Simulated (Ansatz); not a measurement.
Ge:
```yaml
crystal:
  lattice:
    - [-2.53492, 2.53492, 1.39204]
    - [2.53492, -2.53492, 1.39204]
    - [2.53492, 2.53492, -1.39204]
  atoms:
    - { symbol: Ge, position: [0.25000, 0.75000, 0.50000] }
    - { symbol: Ge, position: [0.50000, 0.50000, 0.00000] }
```

Relaxed with LDA. Special points in fractions of this cell's reciprocal vectors: Γ (0.000, 0.000, 0.000); X (0.000, 0.000, 0.500); M (-0.500, 0.500, 0.500); Z (0.325, 0.325, -0.325); Z0 (-0.325, 0.675, 0.325); P (0.250, 0.250, 0.250); N (0.000, 0.500, 0.000).

List the band energies nearest the Fermi level at these points for LDA in the plane-wave PAW code Ansatz.

In eV from the Fermi level; about four levels below and three above (degenerate sets whole), none deeper than 8.9 eV; points with the same levels are listed once.

```
k                    below                  above
-  -----------------------  ---------------------
Γ        -3.89 -2.34 -2.34         3.38 7.89 7.89
X                        –    0.71 0.71 2.12 2.12
M              -6.05 -6.05  6.05 6.05 11.47 11.47
Z  -6.55 -3.88 -3.77 -3.77         4.08 6.84 6.84
P  -7.03 -7.03 -4.45 -4.45    4.39 4.39 5.07 5.07
N  -6.55 -2.60 -2.01 -1.44         2.50 3.69 5.72
```

Space group I4_1/amd (β-Sn type). This is a known high-pressure phase of the composition, computed here at zero pressure and temperature. The cell was relaxed with LDA under the symmetry of its start; of distortions, only those at the zone centre were tested. Spin–orbit coupling is left out wherever it is not named.

Potentials: the earlier of the program's two PAW sets.
